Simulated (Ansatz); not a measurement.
# SbAs: electron density at the nuclei under pressure

```yaml
crystal:
  lattice:
    - [2.01275, 1.16206, 3.61233]
    - [-2.01275, 1.16206, 3.61233]
    - [0.00000, -2.32412, 3.61233]
  atoms:
    - { symbol: Sb, position: [0.50000, 0.50000, 0.50000] }
    - { symbol: As, position: [0.00000, 0.00000, 0.00000] }
```

Atoms are numbered in the order listed.

The conventional cell has a = 4.025 Å, b = 4.025 Å, c = 10.837 Å, α = 90.00°, β = 90.00°, γ = 120.00°. Sb (atom 1) has 6 As at 2.94 Å as nearest neighbours. As (atom 2) is surrounded by 6 Sb at 2.94 Å.

The geometry is COD entry 9001315, unchecked; take it as a test cell.

No spin–orbit coupling, which matters for the heavy atoms here.

Theory: DFT, PBEsol, all-electron PAW with datasets made for the crystal, scalar-relativistic (Ansatz 0.2.0).

Settings: a Γ-centred 11×11×11 k mesh, Fermi–Dirac smearing of 0.05 eV, cutoff 180 eV (chosen by the program for this cell), no spin polarisation.

The contact density is the mean electron density over the nuclear volume; its changes set Mössbauer isomer shifts. Changes below are taken from the unscaled cell, where it is 1.34808e+06 e/Å³ at Sb1, 235147 e/Å³ at As2.

Volumes at which the program chose other datasets or cutoffs are left out.

| V/V(cell) | P (GPa) | Δρ(0) Sb1 (e/Å³) | Δρ(0) As2 (e/Å³) |
| --- | --- | --- | --- |
| 0.9400 | 0.0 | ? | ? |
| 0.9600 | -1.5 | -2.57 | -1.05 |
| 0.9800 | -2.8 | -1.25 | -0.52 |
| 0.9900 | -3.5 | -0.62 | -0.26 |
| 1.0000 | -4.0 | 0.00 | 0.00 |
| 1.0100 | -4.6 | 0.60 | ? |

Q: Give the missing entry: row "0.9400", column "Δρ(0) As2 (e/Å³)".

A: -1.60.

Q: Give the missing entry: row "0.9400", column "Δρ(0) Sb1 (e/Å³)".

A: -3.97.

Q: Fill in "Δρ(0) As2 (e/Å³)" for the row "1.0100".

A: 0.26.

The datasets are made afresh for each cell, so very small changes are uncertain. Scalar relativity leaves out the p1/2 density at heavy nuclei.
